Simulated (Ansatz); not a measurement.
GeMo in space group P6/mmm (No. 191; Mo on 3f, Ge on 1a, Ge on 2d), PBE in the plane-wave PAW code Ansatz, all energies at zero smearing, with the estimated change up to a 700 eV cutoff added, with one set of potentials and settings (totals compare only within such a set). Cell of 6 atoms (3 Mo, 3 Ge): -27752.715 eV.

| element | reference phase | E (eV/atom) |
|---|---|---|
| Mo | Im-3m, 1 atoms in the cell | -4956.0212 |
| Ge | Fd-3m, 2 atoms in the cell | -4294.9847 |

Formation energy per atom, worked out: (-27752.715 − 3×(-4956.0212) − 3×(-4294.9847))/6 = 0.050 eV/atom (5 kJ per mol of atoms), at 0 K, without zero-point energy or fitted corrections.

A made-up cell: these elements were put on the sites of a structure type; neither database checked (COD, Materials Project) lists it. Its standing as an ambient phase is unchecked. The PBE relaxation kept the symmetry of its start; its stability against distortions is not shown here. No spin polarisation was allowed. The references are the lowest solids computed at this level, not always the standard phases.

Potentials: the later of the program's two PAW sets.
